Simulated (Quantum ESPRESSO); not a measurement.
## Ga3GeO5N (convergence and cost over cutoff and k mesh)

A calculation, not a measurement. The program is pw.x of Quantum ESPRESSO 7.5 (plane-wave density functional theory). The cell is made up: 10 atoms on a corundum lattice, with randomly drawn elements, strain and displacements, not relaxed. PseudoDojo standard norm-conserving files (v0.5 for PBE, v0.4.1 for LDA and PBEsol) set the functional; there is no spin polarisation, spin-orbit coupling or dispersion term, and the masses in the input are unused placeholders.

Input of the run in row 4:

```
&control calculation='scf', pseudo_dir='./dojo.nc.sr.pbe.v0_5.standard.upf', outdir='./o', disk_io='low', tprnfor=.true., tstress=.true. /
&system ibrav=0, nat=10, ntyp=4, nbnd=50, ecutwfc=84.00895049, nosym=.true., tot_charge=0,
 occupations='smearing', smearing='fd', degauss=0.0018374661
/
&electrons conv_thr=7.350e-09, electron_maxstep=60, /
ATOMIC_SPECIES
Ga 1.0 Ga.upf
Ge 1.0 Ge.upf
N 1.0 N.upf
O 1.0 O.upf
CELL_PARAMETERS angstrom
2.5803 1.4897 4.6337
-2.5803 1.4897 4.6337
0.0 -2.9795 4.6337
ATOMIC_POSITIONS angstrom
Ga 0.0561 -0.0521 4.8967
Ga -0.04 -0.0052 2.0582
Ge -0.0048 0.0121 9.1265
Ga 0.0124 0.0115 11.8459
O -1.0049 1.5291 8.0345
O -0.8233 -1.4299 8.2027
N 1.7774 0.2519 8.1102
O 1.0375 -1.5186 5.851
O 0.6708 1.5959 5.8603
O -1.7477 -0.1219 5.7338
K_POINTS automatic
5 5 5 1 1 1
```

The same cell was run at these settings. Meshes are shifted by half a step, and differences are from the last row, which is itself not exact.

```
cutoff (eV)     k mesh  k points solved  threshold (eV)  free energy less the last row's (eV)  pressure (GPa)  largest stress difference (GPa)  largest force difference (eV/Å)  iterations  wall time (s)  k-point pools          processor
        800  2 x 2 x 2                4           1e-04                                 4.044          -65.40                            57.75                            0.067           9             18              4  Intel Xeon, older
       1143  1 x 1 x 1                1           1e-07                                -1.510          -11.86                             3.99                            0.554          13             36              4  Intel Xeon, older
        585  5 x 5 x 5               63           1e-07                                94.688         -657.66                           650.28                            0.455          13            129              4  Intel Xeon, older
       1143  5 x 5 x 5               63           1e-07                                 0.003           -8.47                             0.03                            0.001          13            306              4  Intel Xeon, older
       1437  7 x 7 x 7              172           1e-07                                 0.000           -8.45                             0.00                            0.000          13           1627              4  Intel Xeon, older
```

Each pool is one process. Wall times include start-up and a band step at six k points, which weighs most on the coarsest meshes. The runs were on shared virtual cores whose load varied, so times are rough.